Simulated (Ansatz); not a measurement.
Here is the system:

Si3Ge:
```yaml
crystal:
  lattice:
    - [3.88616, 0.00000, 0.00000]
    - [0.00000, 3.88616, 0.00000]
    - [0.00000, 0.00000, 5.48865]
  atoms:
    - { symbol: Si, position: [0.50000, 0.00000, 0.75487] }
    - { symbol: Si, position: [0.00000, 0.00000, 0.00000] }
    - { symbol: Si, position: [0.00000, 0.50000, 0.24513] }
    - { symbol: Ge, position: [0.50000, 0.50000, 0.50000] }
```

This is the r²SCAN-relaxed structure. Tensor components refer to the Cartesian frame of this cell.

Q: All from r²SCAN in the plane-wave PAW code Ansatz, unless another level is named. Give the bulk modulus (Birch–Murnaghan fit).

A: 90.6 GPa.

Q: Next, the elastic constants (relaxed ions, GPa)?

A: C11 = 188, C12 = 28.4, C13 = 57.0, C33 = 158, C44 = 78.9, C66 = 50.8.

Space group P-4m2. The start of the workflow was typed in or built on a structure type; neither database checked (COD, Materials Project) lists it. Whether it is the stable phase at ambient conditions was not checked. The cell was relaxed with r²SCAN under the symmetry of its start; its stability against distortions is not shown here.

Potentials: the later of the program's two PAW sets.
